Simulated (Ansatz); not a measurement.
A relaxation computed with Ansatz, from input to last step.

```yaml
crystal:
  lattice:
    - [5.00124442, 0.0, 0.0]
    - [1.5692727167, 3.1535946965, 0.0]
    - [1.0707139459, 0.3199556171, 4.590642427]
  atoms:
    - { symbol: Be, position: [0.9529790877, 0.1380154576, 0.5591861211] }
    - { symbol: Be, position: [0.0129115131, 0.944306434, 0.9410936163] }
    - { symbol: Be, position: [0.8573654154, 0.2937046238, 0.2839460176] }
    - { symbol: Be, position: [0.5793749297, 0.0141464497, 0.5499884375] }
    - { symbol: Be, position: [0.9800689598, 0.7195424859, 0.6948009862] }
    - { symbol: Be, position: [0.6090909841, 0.1812396452, 0.0194852542] }
    - { symbol: "N", position: [0.4269370887, 0.6313216225, 0.824344879] }
    - { symbol: "N", position: [0.4252709129, 0.5736348322, 0.222141152] }
basis:
  ecutwfc: 420
kpoints:
  mp_grid: { grid: [4, 6, 4] }
hamiltonian:
  xc: pbe
scf:
  occupations: { method: gaussian, width: 0.1 }
  lower_state_search: "off"
output:
  forces: true
  stress: true
  eigenvalues: true
relax:
  adjacent_minimum: "off"
  f_tol: 0.04
  max_steps: 70
  cell: { stress_tol: 0.4 }
```

```bash
ansatz run input.yaml --threads 1 --pin off --max-ram 2560MiB --backend cpu --events-out ev --progress --plain --runs-dir out
```

The calculation used DFT PBE, scalar-relativistic, plane waves, PAW in Ansatz 0.2.0.

Of 38 frames 10 are shown, positions in Å and forces in eV/Å; the SCF threshold varies from step to step. Steps run on the plane waves of an earlier cell, with a Pulay correction in the pressure. The basis is chosen afresh for the last frame, the zero of the energies, and at times for earlier ones too; energy and pressure step there, also at an unchanged geometry. Here that happened at step 33 (-44 meV/atom, 3.6 GPa); the frames before carry an error of that size. The mark taken_back stands on steps that the optimiser undid.

```xyz
8
Lattice="5.0012 0.0000 0.0000 1.5693 3.1536 0.0000 1.0707 0.3200 4.5906" Properties=species:S:1:pos:R:3:forces:R:3 pbc="T T T" step=1 free_energy_over_end_meV_per_atom=2123.56 pressure_GPa=22.60
Be    5.5814    0.6142    2.5670    5.7580    5.7948    6.1835
Be    2.5541    3.2791    4.3202    7.5956    0.2372    3.2192
Be    5.0528    1.0171    1.3035   -5.1530    4.7798   -9.6717
Be    3.5087    0.2206    2.5248   -1.4649   -0.3659    0.1533
Be    6.7747    2.4915    3.1896   -4.5918  -12.3642   -0.6285
Be    3.3515    0.5778    0.0895   -2.0709    0.4411   -0.4176
N     4.0086    2.2547    3.7843   -1.3932    1.1287    0.3156
N     3.2649    1.8801    1.0198    1.3202    0.3485    0.8463
8
Lattice="4.9952 -0.1513 0.4773 1.4720 3.0464 0.3591 1.4979 0.5862 4.7260" Properties=species:S:1:pos:R:3:forces:R:3 pbc="T T T" step=5 free_energy_over_end_meV_per_atom=767.76 pressure_GPa=0.34
Be    5.5885    1.0593    3.3862   -1.0593    0.3371    0.3772
Be    3.3000    3.3795    4.8624   -0.0704   -0.6079    0.5213
Be    4.9086    1.4186    1.4588    0.5890   -0.2654   -0.6981
Be    3.6304    0.0603    2.8830    0.3595    1.2539   -0.8676
Be    7.2666    1.9889    3.9558    1.9270    0.6158   -0.8796
Be    3.1764    0.4238    0.4739   -0.9114    0.8510    1.2881
N     4.1592    2.2137    4.1835   -0.3492   -1.2714   -0.8155
N     3.4467    1.7732    1.7169   -0.4853   -0.9132    1.0743
8
Lattice="4.9236 0.1885 0.7947 1.6638 3.2655 0.7448 1.7956 1.0868 4.8284" Properties=species:S:1:pos:R:3:forces:R:3 pbc="T T T" step=9 free_energy_over_end_meV_per_atom=364.41 pressure_GPa=0.66
Be    5.6516    1.8268    3.9823    0.0758   -0.2332   -0.0184
Be    3.7125    3.9331    5.4622    0.0949   -0.0862    0.3568
Be    4.9565    1.8843    1.5824    0.0040    0.0457   -0.2807
Be    3.9117    0.6424    3.0909    0.0002   -0.0523    0.1413
Be    7.9281    2.8416    4.4020   -0.1183    0.0289   -0.0518
Be    2.9444    0.9005    1.0280   -0.0034    0.1955    0.1143
N     4.4815    2.8510    4.4756   -0.0506    0.0560    0.0601
N     3.4328    1.9000    2.2019   -0.0027    0.0455   -0.3215
8
Lattice="4.7571 0.3284 0.5581 1.6997 3.3560 0.7440 1.5518 1.2285 4.7301" Properties=species:S:1:pos:R:3:forces:R:3 pbc="T T T" step=13 free_energy_over_end_meV_per_atom=321.52 pressure_GPa=-0.17
Be    5.3634    1.9874    3.8924    0.0399    0.0357    0.0532
Be    3.7939    4.1532    5.6155   -0.0126   -0.0184    0.0322
Be    4.8137    2.1083    1.2678   -0.0066   -0.0344    0.0054
Be    3.6828    0.7676    2.8955    0.0653   -0.0044   -0.1218
Be    7.5438    3.1520    3.9558    0.0354    0.2668   -0.1656
Be    2.7055    0.9716    0.8370   -0.1231   -0.1315    0.2460
N     4.1858    3.1735    4.2418    0.1093   -0.0951   -0.0960
N     3.2511    2.0399    1.9686   -0.1076   -0.0187    0.0466
8
Lattice="4.7636 -0.0627 0.5281 1.4551 2.8522 0.7784 1.5005 1.1699 4.9193" Properties=species:S:1:pos:R:3:forces:R:3 pbc="T T T" step=17 free_energy_over_end_meV_per_atom=307.28 pressure_GPa=5.59 taken_back
Be    5.3569    1.5007    4.3091   -0.1819    0.7459   -0.4059
Be    3.4897    3.5322    5.6472    0.4414   -0.2771    0.1413
Be    4.7916    1.4385    1.2339   -0.8083   -0.4334    0.3168
Be    3.7322    0.7061    3.0387   -0.1536    0.4124    0.1717
Be    7.3302    2.5072    3.9727    0.0636   -0.0986    0.0715
Be    2.3993    0.4290    0.9315    0.7144    1.4441   -0.3003
N     4.0248    2.5015    4.3927   -0.0984   -0.6104   -0.5547
N     3.1817    1.8427    1.8978    0.0229   -1.1828    0.5597
8
Lattice="4.7986 -0.3459 0.2361 1.2876 2.6774 0.6289 1.2219 1.0162 5.0461" Properties=species:S:1:pos:R:3:forces:R:3 pbc="T T T" step=22 free_energy_over_end_meV_per_atom=222.51 pressure_GPa=0.50
Be    5.2064    1.2896    4.0103    0.0944    0.0301   -0.1077
Be    3.0361    3.0910    5.5666   -0.2803    0.0664    0.2284
Be    4.6483    0.8781    1.3672    0.1190   -0.0676   -0.0180
Be    3.3262    0.6992    3.1225    0.0085   -0.0511   -0.0247
Be    7.1044    2.1677    3.4065   -0.1844    0.0622    0.0420
Be    2.6304    0.2358    0.6632    0.0533    0.0020   -0.0008
N     3.6945    1.9847    4.2022    0.1963    0.0320   -0.1077
N     3.1032    1.5000    1.6673   -0.0070   -0.0740   -0.0112
8
Lattice="4.8476 -0.5073 -0.0364 1.2012 2.6056 0.6965 0.9719 1.2024 5.2051" Properties=species:S:1:pos:R:3:forces:R:3 pbc="T T T" step=26 free_energy_over_end_meV_per_atom=121.27 pressure_GPa=5.24
Be    5.0984    1.3555    3.8010    0.1399   -0.0778    0.1432
Be    2.5739    3.2270    6.3103    0.3809   -0.4128    0.2539
Be    4.5381    0.6255    1.2905    0.1016   -0.0573    0.3010
Be    3.0593    0.8009    2.9688    0.2607    0.0711   -0.7077
Be    7.0706    2.2590    3.5661   -0.7421   -0.2596    0.2229
Be    2.6559    0.0887    0.2806   -0.1230    0.5071    0.2896
N     3.5836    1.9377    3.9814    0.3822    0.1258   -0.1178
N     3.0814    1.2814    1.3744   -0.4002    0.1035   -0.3852
8
Lattice="4.9310 -0.5067 -0.2853 1.2277 2.5847 0.7138 0.7614 1.3392 5.3487" Properties=species:S:1:pos:R:3:forces:R:3 pbc="T T T" step=30 free_energy_over_end_meV_per_atom=60.42 pressure_GPa=-0.09
Be    5.0056    1.3704    3.8566    0.0229   -0.0924    0.1168
Be    2.4065    3.3560    6.5203   -0.2353    0.0872    0.0361
Be    4.5780    0.6590    1.1672    0.1579   -0.0749    0.0614
Be    3.0385    0.8861    2.7959   -0.0822   -0.0781   -0.2459
Be    6.9900    2.2510    3.4914   -0.0038   -0.0784    0.0540
Be    2.6472    0.1864    0.1059   -0.0778    0.1442   -0.2162
N     3.5185    2.0197    3.8766    0.0034    0.1455    0.1746
N     3.1115    1.3367    1.2024    0.2149   -0.0530    0.0191
8
Lattice="4.9446 -0.5706 -0.4128 1.1917 2.5362 0.7216 0.6432 1.3923 5.5114" Properties=species:S:1:pos:R:3:forces:R:3 pbc="T T T" step=34 free_energy_over_end_meV_per_atom=1.38 pressure_GPa=0.98
Be    4.8972    1.2846    3.9736   -0.0348    0.0298   -0.0147
Be    2.2561    3.3757    6.7426    0.0154   -0.0453    0.0400
Be    4.5657    0.6214    1.1056   -0.0264    0.0379    0.0009
Be    3.0021    0.8706    2.7672   -0.0190    0.0008    0.0000
Be    6.8971    2.1532    3.4198    0.0393   -0.0335   -0.0035
Be    2.6153    0.2044    0.0053   -0.0174    0.0011   -0.0038
N     3.4246    1.9939    3.9171    0.0155    0.0076   -0.0064
N     3.0933    1.3003    1.1614    0.0274    0.0017   -0.0124
8
Lattice="4.9439 -0.5685 -0.4097 1.1928 2.5331 0.7289 0.6460 1.4016 5.5624" Properties=species:S:1:pos:R:3:forces:R:3 pbc="T T T" step=38 free_energy_over_end_meV_per_atom=0.00 pressure_GPa=0.10
Be    4.9006    1.2785    4.0365    0.0116   -0.0073    0.0135
Be    2.2545    3.3664    6.8731   -0.0005    0.0070   -0.0077
Be    4.5622    0.6390    1.0913    0.0083   -0.0111    0.0036
Be    3.0220    0.8705    2.7941   -0.0019    0.0030    0.0071
Be    6.9065    2.1631    3.4139   -0.0147    0.0106   -0.0169
Be    2.5949    0.2224    0.0023   -0.0025    0.0015   -0.0002
N     3.4311    1.9969    3.9558    0.0025   -0.0030   -0.0067
N     3.0916    1.3044    1.1745   -0.0027   -0.0009    0.0073
```

The start is a random arrangement. At the end the space group is Cm (tolerance 0.05 Å).

It took 4.2 min on 1 thread of Intel(R) Xeon(R) Platinum 8488C (Sapphire Rapids) (shared host), peak memory 0.42 GiB.

The k mesh is coarse.